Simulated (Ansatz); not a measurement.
Data:

C9H8CdF6N4O2Si:
```
CELL_PARAMETERS angstrom
      7.44008     0.00000     0.00000
      0.00000     7.44008     0.00000
      0.00000     0.00000     7.94604
ATOMIC_POSITIONS crystal
  Cd 0.00000 0.00000 0.00000
  Si 0.00000 0.00000 0.50000
  F  0.00000 0.00000 0.28034
  F  0.00000 0.00000 0.71966
  F  0.16147 0.16147 0.50000
  F  0.16147 0.83853 0.50000
  F  0.83853 0.16147 0.50000
  F  0.83853 0.83853 0.50000
  N  0.68538 0.00000 0.00000
  N  0.31462 0.00000 0.00000
  C  0.59356 0.00000 0.14553
  H  0.67019 0.00000 0.26264
  C  0.59356 0.00000 0.85447
  H  0.67019 0.00000 0.73736
  C  0.40644 0.00000 0.14553
  H  0.32981 0.00000 0.26264
  C  0.40644 0.00000 0.85447
  H  0.32981 0.00000 0.73736
  N  0.00000 0.68538 0.00000
  N  0.00000 0.31462 0.00000
  C  0.00000 0.59356 0.14553
  H  0.00000 0.67019 0.26264
  C  0.00000 0.59356 0.85447
  H  0.00000 0.67019 0.73736
  C  0.00000 0.40644 0.14553
  H  0.00000 0.32981 0.26264
  C  0.00000 0.40644 0.85447
  H  0.00000 0.32981 0.73736
  C  0.50000 0.50000 0.50000
  O  0.50000 0.50000 0.64729
  O  0.50000 0.50000 0.35271
```

This is the PBE+D3(BJ)-relaxed structure.

Q: All from PBE+D3(BJ) in the plane-wave PAW code Ansatz, unless another level is named. Give the HSE06 gap on the PBE+D3(BJ) cell.

A: 4.08 eV.

Q: Predict the hole effective mass.

A: 0.98, 0.98, 8.9 mₑ (principal values).

Q: Give the band gap.

A: 2.52 eV (indirect).

Q: Give the weight of the valence-edge state by species (Voronoi cells).

A: N 53 %, C 23 %, H 12 %, Cd 11 %.

Q: What about the conduction-band minimum?

A: at M.

Space group P4/mmm. A made-up cell: these elements were put on the sites of a structure type; neither database checked (COD, Materials Project) lists it. Whether it is the stable phase at ambient conditions was not checked. Symmetry was held in the PBE+D3(BJ) relaxation; whether a distortion lowers the energy is not shown. Spin–orbit coupling is left out wherever it is not named.

Potentials: the later of the program's two PAW sets.
